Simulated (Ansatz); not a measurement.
Si₂W:
```
Si2W
1.0
    4.57970     0.00000     0.00000
   -2.28985     3.96614     0.00000
    0.00000     0.00000     6.60884
Si W
6 3
Direct
  0.83643   0.67285   0.50000
  0.16357   0.83643   0.83333
  0.32715   0.16357   0.16667
  0.16357   0.32715   0.50000
  0.83643   0.16357   0.83333
  0.67285   0.83643   0.16667
  0.00000   0.50000   0.16667
  0.50000   0.00000   0.50000
  0.50000   0.50000   0.83333
```

Relaxed with r²SCAN.

Task: Give the Bader charges and basin volumes of the independent atoms, r²SCAN in the plane-wave PAW code Ansatz.

Result: 

```csv
atom,Bader charge (e),Bader volume (Å³)
Si1,-0.06,12.5
W7,+0.13,15.1
```

Space group P6_222. The first step of the workflow began from a Materials Project structure, measured or hypothetical; the Crystallography Open Database copy checked does not list it. It is not the phase usual at ambient conditions (space group No. 139). The r²SCAN relaxation kept the symmetry of its start; whether a distortion lowers the energy is not shown. No spin polarisation was allowed. Spin–orbit coupling is left out wherever it is not named.

Potentials: the later of the program's two PAW sets.
